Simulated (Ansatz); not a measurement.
P: course of a relaxation

All numbers below come from DFT PBEsol, scalar-relativistic, plane waves, PAW (Ansatz 0.2.0). Run with 420 eV cutoff, 14×14×10 k-mesh, Gaussian smearing of 0.10 eV, no spin polarisation.

What was changed in As: As → P on all its sites, cell and atoms relaxed.

Command:

```bash
ansatz run input.yaml --threads 1 --pin off --max-ram 2560MiB --backend cpu --events-out ev --progress --plain --runs-dir out
```

Input:

```yaml
crystal:
  lattice:
    - [1.6692989837, -5.1246743722, 0.0]
    - [1.6692989837, 5.1246743722, 0.0]
    - [0.0, 0.0, 4.1548727689]
  atoms:
    - { symbol: P, position: [0.1057619685, 0.8942380315, 0.9284560724] }
    - { symbol: P, position: [0.6057619685, 0.3942380315, 0.5715439276] }
    - { symbol: P, position: [0.8942380315, 0.1057619685, 0.0715439276] }
    - { symbol: P, position: [0.3942380315, 0.6057619685, 0.4284560724] }
basis:
  ecutwfc: 420
kpoints:
  mp_grid: { grid: [14, 14, 10] }
hamiltonian:
  xc: pbesol
scf:
  occupations: { method: gaussian, width: 0.1 }
output:
  forces: true
  stress: true
  eigenvalues: true
relax:
  adjacent_minimum: "off"
  f_tol: 0.01
  max_steps: 60
  cell: { stress_tol: 0.1 }
```

F is the free energy. Steps run on the plane waves of an earlier cell, but the last one, and at times one on the way, on a freshly chosen basis, so a repeated geometry can differ a little in energy.

Steps:

| step | F − F(1) (eV) | largest force component (eV/Å) | V (Å³/atom) | P (GPa) |
| --- | --- | --- | --- | --- |
| 1 | 0.0000 | 0.008 | 17.772 | -0.07 |
| 2 | -0.0006 | 0.060 | 17.824 | 0.01 |
| 3 | -0.0010 | 0.031 | 17.838 | -0.03 |
| 4 | -0.0012 | 0.005 | 17.880 | -0.01 |
| 5 | -0.0013 | 0.004 | 17.914 | -0.01 |
| 6 | -0.0014 | 0.004 | 17.914 | 0.00 |

Relaxed structure:

```xyz
4
Lattice="1.6592 -5.1465 0.0000 1.6592 5.1465 0.0000 0.0000 0.0000 4.1960" Properties=species:S:1:pos:R:3 pbc="T T T"
P     1.6592    4.0631    3.8900
P     1.6592   -1.0833    2.4039
P     1.6592   -4.0631    0.3059
P     1.6592    1.0833    1.7921
```

Symmetry: Cmce, No. 64, orthorhombic system. Conventional cell: a = 3.318 Å, b = 10.293 Å, c = 4.196 Å, α = 90.00°, β = 90.00°, γ = 90.00°. P (site symmetry m) has 3 P at 2.23 to 2.25 Å as nearest neighbours.

The run converged. The run took 60 s on 1 thread of Intel(R) Xeon(R) 6975P-C (Granite Rapids), on a shared host, peak memory 0.64 GiB.